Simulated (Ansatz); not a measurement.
Data:

CsPbCl3:
Space group Pm-3m (No. 221); a = 5.733 Å, b = 5.733 Å, c = 5.733 Å, α = 90.00°, β = 90.00°, γ = 90.00°

| atom | site | symmetry | x | y | z |
|---|---|---|---|---|---|
| Pb | 1b | m-3m | 0.5000 | 0.5000 | 0.5000 |
| Cl | 3c | 4/mm.m | 0.0000 | 0.5000 | 0.5000 |
| Cs | 1a | m-3m | 0.0000 | 0.0000 | 0.0000 |

This is the PBE-relaxed structure.

Task: All from PBE in the plane-wave PAW code Ansatz, unless another level is named. Give the Debye temperature from the elastic constants.

Result: 153 K.

Task: What about the elastic constants (relaxed ions, GPa)?

Result: C11 = 49.0, C12 = 8.2, C44 = 5.2.

This is a known high-temperature phase of the composition, computed here at zero pressure and temperature. Symmetry was held in the PBE relaxation; phonons on a q-mesh show weakly imaginary modes. Spin–orbit coupling is left out wherever it is not named.

Potentials: the later of the program's two PAW sets.
